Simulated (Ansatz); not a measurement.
## Bi2Te2PbS2: Electric field gradients

The cell is an entry of the Crystallography Open Database (COD; perhaps a calculated or model structure), its atoms then relaxed with PBE in this cell.

```
CELL_PARAMETERS angstrom
2.13505 1.23267 13.47096
-2.13505 1.23267 13.47096
0.00000 -2.46534 13.47096
ATOMIC_POSITIONS crystal
Bi 0.58153 0.58153 0.58153
Bi 0.41847 0.41847 0.41847
Te 0.87061 0.87061 0.87061
Te 0.12939 0.12939 0.12939
Pb 0.00000 0.00000 0.00000
S 0.29137 0.29137 0.29137
S 0.70863 0.70863 0.70863
```

Sites (sets of like atoms) are named by element and the number of their first atom in this list.

Level of theory: DFT, r2SCAN, plane waves and PAW, scalar-relativistic, 500 eV cutoff, Γ-centred 8×8×8 k-points, Fermi–Dirac smearing 0.02 eV (Ansatz 0.2.0).

Conventions: |V_zz| ≥ |V_yy| ≥ |V_xx|, η = (V_xx − V_yy)/V_zz, C_Q = eQV_zz/h.

²⁰⁹Bi: I = 9/2, Q = -516.0 mb; 33S: I = 3/2, Q = -69.40 mb. Q values from Pyykkö, Mol. Phys. 116, 1328 (2018).

```tsv
site	atoms (order as listed)	first shell	V_xx, V_yy, V_zz (10²¹ V/m²)	η	C_Q (MHz)
Bi	1, 2	3 S at 3.02 Å, 3 Te at 3.05 Å	0.44, 0.44, -0.88	0.00	11.0
Te	3, 4	3 Bi at 3.05 Å	-0.009, -0.009, 0.018	0.00	–
Pb	5	6 S at 2.99 Å	-0.44, -0.44, 0.87	0.00	–
S	6, 7	3 Pb at 2.99 Å, 3 Bi at 3.02 Å	0.032, 0.032, -0.064	0.00	0.107
```

An axis of threefold or higher order runs through Bi, Te, Pb and S, so V_zz lies along it and η is zero.

Te, Pb have no stable isotope with a ground-state quadrupole moment in the table, so no C_Q is given.

Spin–orbit coupling is left out, which shifts gradients on Bi and Pb by a few per cent in wide-gap crystals, and can shift them far more where the calculated gap is small or absent, as here. With a gap of 0.6 eV on this mesh, small gradients can still move by 0.1 × 10²¹ V/m² or more as the k-mesh gets denser.

Hardware: 1 thread of Arm Neoverse N1 (aarch64; 36 cores open to the job, memory cap 3.0 GiB, no GPU), a shared host with a load of 0.9 a core. Wall time 4.8 min, CPU time 4.8 min, peak memory 1.3 GiB.
